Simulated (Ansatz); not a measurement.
# Cs₃ScCl₆, a database entry at a rescaled volume

```
CELL_PARAMETERS angstrom
0.00000 5.59962 5.59962
5.59962 0.00000 5.59962
5.59962 5.59962 0.00000
ATOMIC_POSITIONS crystal
Cs 0.25000 0.25000 0.25000
Cs 0.75000 0.75000 0.75000
Cs 0.50000 0.50000 0.50000
Cl 0.23800 0.76200 0.76200
Cl 0.76200 0.23800 0.76200
Cl 0.76200 0.23800 0.23800
Cl 0.23800 0.76200 0.23800
Cl 0.76200 0.76200 0.23800
Cl 0.23800 0.23800 0.76200
Sc 0.00000 0.00000 0.00000
```

Method: r2SCAN, no spin polarisation; PAW, plane waves to 500 eV, 4×4×4 Γ-centred mesh, methfessel-paxton occupations (width 0.1085 eV) (Ansatz 0.2.0), atoms fixed.

(1) Where is the largest force?

(2) Describe some of the short contacts.

(3) Is the cell too large or too small?

(4) What is the band gap?

Origin: a database entry at a rescaled volume. Caveats: forces this large suggest misplaced atoms in the database entry; atoms or cell far from equilibrium.

Answers

(1) The largest is on Cl8 (and as large on other atoms): 2.20 eV/Å, components (0.00, 0.00, 2.20). It makes 0° with the line to a nearest neighbour, Sc10 at 2.67 Å, pointing towards it.

(2) Cl–Sc at 2.67 Å: least valence density 0.25 e/Å³ and ELF 0.16 there. Cs–Cl at 2.93 Å: least valence density 0.21 e/Å³ and ELF 0.11 there, a closed-shell (ionic or weak) contact. Both are smooth PAW fields, read partly inside the augmentation spheres.

(3) The pressure is 0.0 GPa (compression positive), so with the atoms held at these fractions the cell is close to zero pressure; the forces are large, so a full relaxation may end otherwise.

(4) The gap is 3.85 eV, indirect (the least direct gap found is 3.88 eV).
